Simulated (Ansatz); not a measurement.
Hf₂Ge in space group I4/mcm (No. 140; Hf on 8h, Ge on 4a), plane-wave PAW PBE (Ansatz code), all energies at zero smearing, with the estimated change up to a 700 eV cutoff added, with one set of potentials and settings (totals compare only within such a set). Cell of 6 atoms (4 Hf, 2 Ge): -71479.323 eV.

```json
[
 {"element": "Hf", "reference phase": "P6_3/mmc, 2 atoms in the cell", "E (eV/atom)": "-15721.3637"},
 {"element": "Ge", "reference phase": "Fd-3m, 2 atoms in the cell", "E (eV/atom)": "-4294.9847"}
]
```

Formation energy per atom, worked out: (-71479.323 − 4×(-15721.3637) − 2×(-4294.9847))/6 = -0.650 eV/atom (-63 kJ per mol of atoms), at 0 K, without zero-point energy or fitted corrections.

The first step of the workflow began from a Materials Project structure, measured or hypothetical; the Crystallography Open Database copy checked does not list it. Whether it is the stable phase at ambient conditions was not checked. The PBE relaxation kept the symmetry of its start; its stability against distortions is not shown here. No spin polarisation was allowed. The references are the lowest solids computed at this level, not always the standard phases. Spin–orbit coupling is left out wherever it is not named.

Potentials: the later of the program's two PAW sets.
